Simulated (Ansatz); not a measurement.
# Kick test of a cell of Be5ZnSe6

It was reached by relaxing an invented guess, and it needn't be the stable form of this composition.

These are results of DFT PBE, scalar-relativistic, plane waves, PAW (Ansatz), not measurements. Cutoff 420 eV; k points 6×6×4 on the computed 12-atom cell (Γ-centred); Gaussian smearing, width 0.02 eV; no spin polarisation.

The cell below (12 atoms, space group P31m (No. 157)) is relaxed within its symmetry.

```
Be Zn Se
1.0
     6.43503    0.00000    0.00000
    -3.21752    5.57290    0.00000
     0.00000    0.00000    6.11843
Be Zn Se
5 1 6
Cartesian
  4.2473 0.0000 0.0332
  1.0939 1.8946 0.0332
  -2.1237 3.6783 0.0332
  3.2175 1.8576 3.0874
  0.0000 3.7153 3.0874
  0.0000 0.0000 3.1059
  4.1301 0.0000 2.2818
  1.1525 1.9961 2.2818
  -2.0651 3.5768 2.2818
  0.0000 0.0000 5.5562
  3.2175 1.8576 5.3534
  0.0000 3.7153 5.3534
```

For the test it was strained at random (σ = 1.5 % a component), the atoms were moved at random (σ = 0.10 Å), and all was relaxed again on a coarse 2×3×3 mesh (in the run’s order of axes) with 0.10 eV smearing, with no symmetry imposed.

Question: Is the structure stable against such a distortion?

Answer: It returns, within 1 meV/atom of the unmoved cell on that mesh and with the same symmetry when read at 0.1 Å. So it is stable against the distortions that fit this cell and that this random move excites. Modes that don't fit the cell aren't tested.
